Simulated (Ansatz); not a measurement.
The cell below belongs to a search over invented structures; it isn't taken from experiment.

Input and command of a plane-wave DFT calculation in Ansatz:

```yaml
crystal:
  lattice:
    - [4.6179358534, 0.0, 0.0]
    - [0.0, 4.6179358534, 0.0]
    - [0.0, 0.0, 4.6179358534]
  atoms:
    - { symbol: B, position: [0.7415821918, 0.7415821918, 0.7415821918] }
    - { symbol: B, position: [0.2584178082, 0.2584178082, 0.7415821918] }
    - { symbol: B, position: [0.2584178082, 0.7415821918, 0.2584178082] }
    - { symbol: B, position: [0.7415821918, 0.2584178082, 0.2584178082] }
    - { symbol: Mo, position: [0.0, 0.0, 0.0], spin: 0.32 }
    - { symbol: Ru, position: [0.5, 0.5, 0.5] }
basis:
  ecutwfc: 420
kpoints:
  mp_grid: { grid: [8, 8, 8] }
hamiltonian:
  xc: pbe
scf:
  occupations: { method: gaussian, width: 0.1 }
output:
  forces: true
  stress: true
  eigenvalues: true
  populations: true
  write_density: true
  write_potential: true
  elf: true
  volumetric_format: npy
magnetization:
  spin_polarized: true
relax:
  adjacent_minimum: "off"
  f_tol: 0.01
  max_steps: 80
  cell: { stress_tol: 0.05 }
```

```bash
ansatz run input.yaml --threads 1 --pin off --max-ram 2560MiB --backend cpu --events-out ev --progress --plain --runs-dir out
```

Processor: Arm Neoverse V1, 1 thread, on a host shared with other jobs.

Question: Estimate time, memory and problem size.

Answer: About 85 s, peak memory 0.45 GiB. It solves 28 bands at 35 k points (after reduction by symmetry) with about 1935 plane waves (on the last cell), in 27 SCF iterations over 3 ionic steps.
